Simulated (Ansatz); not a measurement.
**Kick test of a cell of Al3VN4**

The structure comes from a generated guess, relaxed at this level; another structure or a mixture of phases may lie lower.

The calculation used Ansatz, DFT PBE, scalar-relativistic, plane waves, PAW. Settings: cutoff 420 eV, Γ-centred mesh 8×8×14 on the computed 8-atom cell, Gaussian smearing of 0.10 eV; collinear spin from starting moments 0.0 0.0 0.0 1.4 0.0 0.0 0.0 0.0 μB.

The cell below (8 atoms, space group Cmmm (No. 65)) is relaxed within its symmetry.

```xyz
8
Lattice="2.9120 -4.1375 0.0000 2.9120 4.1375 0.0000 0.0000 0.0000 2.8781" Properties=species:S:1:pos:R:3 pbc="T T T"
Al    1.4560    2.0688    1.4391
Al    1.4560   -2.0688    1.4391
Al    2.9120    0.0000    0.0000
V     0.0000    0.0000    0.0000
N     2.9120   -2.0293    0.0000
N     4.3183    0.0000    1.4391
N     1.5056    0.0000    1.4391
N     2.9120    2.0293    0.0000
```

For the test it was strained at random (σ = 1.5 % a component), the atoms were moved at random (σ = 0.15 Å), and all was relaxed again on a coarse 8×4×4 mesh (in the run’s order of axes) with 0.20 eV smearing, with no symmetry imposed.

The magnetic state reached may not be the lowest.

Q: Does it come back?

A: It returns, within 1 meV/atom of the unmoved cell on that mesh and with the same symmetry when read at 0.1 Å. So it is stable against the distortions that fit this cell and that this random move excites. Modes that don't fit the cell aren't tested.
